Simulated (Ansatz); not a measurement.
Data:

CaO$_{2}$:
```yaml
crystal:
  lattice:
    - [-1.60804, 1.60804, 3.23912]
    - [1.60804, -1.60804, 3.23912]
    - [1.60804, 1.60804, -3.23912]
  atoms:
    - { symbol: Ca, position: [0.50000, 0.50000, 0.00000] }
    - { symbol: O, position: [0.88686, 0.88686, 0.00000] }
    - { symbol: O, position: [0.11314, 0.11314, 0.00000] }
```

This is the LDA-relaxed structure.

Problem. All from DFT-LDA in the program Ansatz with PAW potentials, unless another level is named. Estimate the Born charges (a third of the trace).

Solution. Ca +2.63, O -1.31 e.

Problem. Give the electronic dielectric constant ε∞ (DFPT).

Solution. 3.51 (xx = yy), 3.68 (zz).

Space group I4/mmm. The workflow started from a Materials Project entry (that database holds measured and hypothetical structures alike); the Crystallography Open Database copy checked does not list it. Whether it is the stable phase at ambient conditions was not checked. Symmetry was held in the LDA relaxation. At this level the phase is dynamically unstable (imaginary phonons).

Potentials: the later of the program's two PAW sets.
